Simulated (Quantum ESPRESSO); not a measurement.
# Computed records: Hf3ZrS8 (made-up cell)

Computed with Quantum ESPRESSO 7.5. Calculation on a made-up crystal cell, not a measurement: periodic Kohn-Sham density functional theory in plane waves with PseudoDojo standard norm-conserving scalar-relativistic pseudopotentials, each functional with its own files (v0.5 for PBE, v0.4.1 for LDA and PBEsol), no spin polarisation, no spin-orbit coupling, atoms not relaxed, stress positive in tension, energies less a fixed whole-eV offset for each atom's element; levels are Kohn-Sham levels at fractions of this cell's reciprocal vectors, counted from the reference band (half the neutral cell's valence electrons, rounded up) at Gamma; error bars cover cutoff and k-mesh only, not smearing or the files; each bar is the largest change over components, and at least 0.002 eV, 0.002 eV per angstrom or 0.02 GPa; added strain carries the atoms with the cell, and shear is the tensor component; no dispersion term; energies are for the whole cell, and the offsets were chosen from early runs and are not element reference energies; machines and their load varied, so run times do not measure scaling.

Entry: Hf3ZrS8 (made-up cell)

```
CELL_PARAMETERS angstrom
3.78680 -0.01490 0.00780
-0.02590 6.41570 -0.03100
0.02530 -0.05770 11.99370
ATOMIC_POSITIONS crystal
Zr 0.00588 0.99851 0.00054
Hf 0.50895 0.50251 0.00148
Hf 0.00827 0.98609 0.49965
Hf 0.48610 0.49710 0.50237
S 0.01086 0.33874 0.12437
S 0.50490 0.16944 0.36883
S 0.51130 0.83294 0.12639
S 0.00092 0.66714 0.37191
S 0.98718 0.33714 0.62351
S 0.49017 0.17195 0.87328
S 0.48759 0.83267 0.62754
S 0.99640 0.66863 0.87143
```

- lattice type: layered 1T, rectangular cell of two layers
- functional: pbe
- cutoff: 898 eV
- fermi dirac smearing: 0.025 eV
- scf tolerance: 1e-07 eV
- electrons removed: 0
- run command: pw.x -nk 1 -in in
- run processor: AMD EPYC, Zen 5 class, virtual cores
- k mesh: 6 x 4 x 2, shifted by half a step

Atoms:
```
atoms element  atom site  atom energy offset (eV)
           Zr          1                    -1377
           Hf          2                    -1535
           Hf          3                    -1535
           Hf          4                    -1535
            S          5                     -302
            S          6                     -302
            S          7                     -302
            S          8                     -302
            S          9                     -302
            S         10                     -302
            S         11                     -302
            S         12                     -302
```

Notes: the hafnium pseudopotential is less sure than the others, with forces about 3 percent (worst 6) and pressure in oxides about 1.5 GPa (worst 2.7) from a second method in checks, which the error bars do not cover.

**Q.** Give the missing stress xx for Hf3ZrS8 (made-up cell).
**A.** 8.278 GPa

Further results for Hf3ZrS8 (made-up cell):

- free energy less offsets: 1.918 eV
- scf iterations: 15
- smearing term minus ts: 0 eV
- pressure: -6.935 GPa
- stress yy: 5.969 GPa
- stress zz: 6.558 GPa
- stress yz: -0.6984 GPa
- stress xz: 0.292 GPa
- stress xy: -0.3776 GPa
- reference band: 48
- error bar energy: 0.002932 eV
- error bar stress: 0.06588 GPa
- error bar force: 0.003285 eV/Å
- error bar next band up: 0.002 eV
- error bars from: tighter rerun of this cell
- wall time of scf and band steps on a shared machine: 532.8 s

Forces:
```
site  x (eV/Å)  y (eV/Å)  z (eV/Å)
   1   0.04166    0.1102   -0.2607
   2  0.004194   -0.1561   -0.2787
   3  -0.07607     0.573   -0.4406
   4   0.05687   -0.4585    -0.364
   5   -0.1944    0.1298   -0.9644
   6    -0.187   -0.1848     1.763
   7   -0.2031   0.09381   -0.9996
   8  -0.01837  -0.01395      1.31
   9    0.1191  -0.05933     -1.02
  10    0.2241  -0.07391     1.179
  11    0.1155    0.1506    -1.237
  12    0.1176   -0.1109     1.313
```

Levels:
```
level k point  next band up (eV)
        Gamma             0.9143
(1/2,1/2,1/2)             0.9279
   (0.15,0,0)              1.458
   (0,0.15,0)             0.9601
   (0,0,0.15)             0.9186
```
